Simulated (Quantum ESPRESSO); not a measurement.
## Solid-state NMR card for Ag$_{4}$Cl$_{3}$F (changed cell)

```yaml
crystal:
  lattice:
    - [5.47981, 0.00000, 0.00000]
    - [0.00000, 5.47981, 0.00000]
    - [0.00000, 0.00000, 5.47981]
  atoms:
    - { symbol: Ag, position: [0.00000, 0.00000, 0.00000] }
    - { symbol: F, position: [0.50000, 0.00000, 0.00000] }
    - { symbol: Ag, position: [0.00000, 0.50000, 0.50000] }
    - { symbol: Cl, position: [0.50000, 0.50000, 0.50000] }
    - { symbol: Ag, position: [0.50000, 0.00000, 0.50000] }
    - { symbol: Cl, position: [0.00000, 0.00000, 0.50000] }
    - { symbol: Ag, position: [0.50000, 0.50000, 0.00000] }
    - { symbol: Cl, position: [0.00000, 0.50000, 0.00000] }
```
The cell was made here from a computed Materials Project entry: one of 4 Cl replaced by F, cell and atoms relaxed (PBE without dispersion, pw.x of a modified build of Quantum ESPRESSO, symmetry kept). The parent is AgCl in Fm-3m. The swapped cell is a model, not a known phase. Stability against distortions was not tested. The run has no spin polarisation.

Computed: shieldings by PBE GIPAW (Quantum ESPRESSO, JTH PAW datasets), 25 Ha, k-mesh 5×5×5 shifted, f-sum rule met within 0.003 %.

| site | site symmetry | σ_iso (ppm) |
|---|---|---|
| Ag1 (atoms 1, 5, 7) | 4/mmm | 3523 |
| F (atom 2) | m-3m | 233 |
| Ag2 (atom 3) | m-3m | 3298 |
| Cl (atoms 4, 6, 8) | 4/mmm | 982 |

Shieldings are absolute and leave out the bulk-susceptibility term; a larger σ means a smaller chemical shift. By our sweeps, such settings leave a few ppm in absolute σ on light atoms and up to some 20 ppm from Zn on. No spin–orbit coupling; Ag is the heaviest element present. No d partial waves on Cl: the paramagnetic term there is incompletely reconstructed. The band gap at this level is small, which makes the paramagnetic part of σ large and sensitive to the functional. The structure is static (0 K, no zero-point motion).
